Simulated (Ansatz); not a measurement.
# Ge (diamond): energy against volume

Ge (diamond), conventional cell a = b = c = 5.674 Å, α = β = γ = 90.00°. The calculation uses the primitive cell of 2 atoms, to which meshes and values per cell refer.

The volume is varied about the relaxed value V₀ at fixed cell shape. Symmetry pins the atoms to their sites.

The numbers are results of r2SCAN (plane waves to 500 eV, PAW, scalar-relativistic; Ansatz, a first-principles code), not measurements. k mesh 11×11×11 (Γ-centred), Fermi-Dirac smearing 0.05 eV. E stands for the smeared free energy. Compression counts positive. Ge was relaxed with its symmetry unable to fall. ΔE is measured from the relaxed starting cell.

| V/V₀ | ΔE (meV/atom) | P (GPa) |
|---|---|---|
| 0.840 | 182 | 18.7 |
| 0.880 | 94 | 12.3 |
| 0.920 | 38 | 7.3 |
| 0.960 | 9 | 3.2 |
| 1.000 | 0 | 0.0 |
| 1.040 | 7 | -2.5 |
| 1.080 | 27 | -4.5 |
| 1.120 | 58 | -6.1 |
| 1.160 | 96 | -7.3 |

Read from the data:

The pressure at the smallest volume is 18.7 GPa and the energy cost of the largest compression is 182 meV/atom. The energy cost of the largest expansion is 96 meV/atom. The bulk modulus B₀ (third-order Birch-Murnaghan fit) is 70.6 GPa, the pressure derivative B₀′ (fit) comes out as 4.8 and the equilibrium volume of the fit is 22.85 Å³/atom. The pressure for 5 % compression (fit) comes out as 4.1 GPa.

(A scan under strain: stresses follow from slopes of the energy per volume, elastic moduli from its curvatures.)
